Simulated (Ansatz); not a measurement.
C:
```
C
1.0
    2.59235     0.00000     0.00000
   -1.29618     2.24504     0.00000
    0.00000     0.00000     2.78298
C
3
Direct
  0.50000   0.00000   0.00000
  0.00000   0.50000   0.66667
  0.50000   0.50000   0.33333
```

Relaxed with PBEsol. Independent-particle spectrum: no excitons, no local fields, no scissors shift; 0.1 eV broadening; ε₁ of the summed bands alone.

### Question
Tabulate the dielectric function from the program Ansatz at the PBEsol level (PAW).

### Answer


| E (eV) | ε₁ xx | ε₂ xx | ε₁ zz | ε₂ zz |
|---|---|---|---|---|
| 0.0 | 8.27 | 0.00 | 8.62 | 0.00 |
| 0.5 | 8.30 | 0.00 | 8.65 | 0.00 |
| 1.0 | 8.38 | 0.00 | 8.73 | 0.00 |
| 1.5 | 8.53 | 0.00 | 8.87 | 0.00 |
| 2.0 | 8.74 | 0.00 | 9.08 | 0.00 |
| 2.5 | 9.05 | 0.00 | 9.36 | 0.00 |
| 3.0 | 9.47 | 0.00 | 9.75 | 0.00 |
| 3.5 | 10.07 | 0.00 | 10.27 | 0.00 |
| 4.0 | 10.96 | 0.00 | 10.97 | 0.00 |
| 4.5 | 12.87 | 0.29 | 11.96 | 0.00 |
| 5.0 | 13.69 | 1.98 | 13.53 | 0.17 |
| 5.5 | 15.18 | 2.65 | 15.58 | 0.75 |
| 6.0 | 19.72 | 5.65 | 19.21 | 2.29 |
| 6.5 | 17.82 | 15.72 | 22.72 | 7.33 |
| 7.0 | 12.90 | 17.06 | 24.40 | 14.88 |
| 7.5 | 2.61 | 20.34 | 17.18 | 26.33 |
| 8.0 | 3.28 | 12.14 | 12.32 | 24.36 |
| 8.5 | 2.79 | 13.08 | -2.18 | 33.47 |
| 9.0 | 0.26 | 14.25 | -9.22 | 21.15 |
| 9.5 | -0.93 | 11.50 | -8.92 | 13.89 |
| 10.0 | -1.01 | 11.08 | -6.78 | 10.66 |
| 10.5 | -2.25 | 10.04 | -7.10 | 10.08 |
| 11.0 | -2.93 | 9.30 | -7.11 | 8.01 |
| 11.5 | -4.04 | 7.39 | -6.56 | 6.14 |
| 12.0 | -3.37 | 6.10 | -5.60 | 5.13 |

### Question
From ε at 5.5 eV (xx: 15.18 + 2.65i), find n, k, the normal reflectivity and the absorption coefficient.

### Answer
n = 3.91, k = 0.339, R = 35 %, α = 2kE/ħc = 190000 cm⁻¹.

With all bands, ε∞ without local fields is 8.44 (xx = yy), 8.88 (zz). DFPT, with local fields, gives 8.26 (xx = yy), 8.73 (zz).

Space group P6_222. The start of the workflow was typed in or built on a structure type; neither database checked (COD, Materials Project) lists it. It is not the phase usual at ambient conditions (space group No. 194, 227). Symmetry was held in the PBEsol relaxation; its stability against distortions is not shown here.

Potentials: the earlier of the program's two PAW sets. The files were generated under PBE; for other functionals the program regenerates the frozen cores, and for LDA and PBEsol the local potential too.
